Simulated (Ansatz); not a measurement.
Nb$_{3}$B$_{4}$ (space group Immm)

```
CELL_PARAMETERS angstrom
     -1.57200     1.65213     7.04647
      1.57200    -1.65213     7.04647
      1.57200     1.65213    -7.04647
ATOMIC_POSITIONS crystal
  Nb 0.18494 0.68494 0.50000
  Nb 0.81506 0.31506 0.50000
  Nb 0.00000 0.00000 0.00000
  B  0.43580 0.43580 0.00000
  B  0.56420 0.56420 0.00000
  B  0.36767 0.86767 0.50000
  B  0.63233 0.13233 0.50000
```

Equation-of-state scan: isotropic scaling of the cell above, V₀ being its volume. The atoms relax within the cell's symmetry.

Calculation: r2SCAN (plane waves to 500 eV, PAW, scalar-relativistic; Ansatz, an electronic-structure program). k mesh 15×15×15 (Γ-centred), Fermi-Dirac smearing 0.05 eV. The energy includes the smearing's −TS. Stress and pressure are positive under compression. With the shape held, the modulus is that of even scaling; a crystal free to change shape is softer. Nb3B4 is run without spin polarisation. Nb3B4 was relaxed with its symmetry unable to fall. ΔE is measured from the relaxed starting cell. The last digit holds for this mesh only.

```json
[
 {"V (Å³/atom)": "9.830", "ΔE (meV/atom)": "36.8"},
 {"V (Å³/atom)": "9.987", "ΔE (meV/atom)": "20.2"},
 {"V (Å³/atom)": "10.144", "ΔE (meV/atom)": "8.7"},
 {"V (Å³/atom)": "10.301", "ΔE (meV/atom)": "withheld"},
 {"V (Å³/atom)": "10.458", "ΔE (meV/atom)": "0.0"},
 {"V (Å³/atom)": "10.614", "ΔE (meV/atom)": "2.0"},
 {"V (Å³/atom)": "10.771", "ΔE (meV/atom)": "7.9"},
 {"V (Å³/atom)": "10.928", "ΔE (meV/atom)": "17.3"},
 {"V (Å³/atom)": "11.085", "ΔE (meV/atom)": "30.1"}
]
```

Fit a third-order Birch-Murnaghan form (E₀, V₀, B₀, B₀′ free) to the given rows and predict ΔE at V = 10.301.

Least squares on the 8 given rows: ΔE = E₀ + (9V₀B₀/16)·y²·[2 + (B₀′ − 4)y], y = (V₀/V)^(2/3) − 1, with V₀ = 10.458 Å³/atom, B₀ = 282.5 GPa (160.2 GPa = 1 eV/Å³; the term in eV is multiplied by 1000), B₀′ = 3.99, E₀ = 0.00 meV/atom; root-mean-square residual 0.03 meV/atom. At 10.301 the fit gives 2.1 meV/atom; the calculation gives 2.1 meV/atom, the same to the digits shown. For the pressure the fit gives 4.4 GPa against the computed 4.4 GPa.

(A scan under strain: stresses follow from slopes of the energy per volume, elastic moduli from its curvatures.)
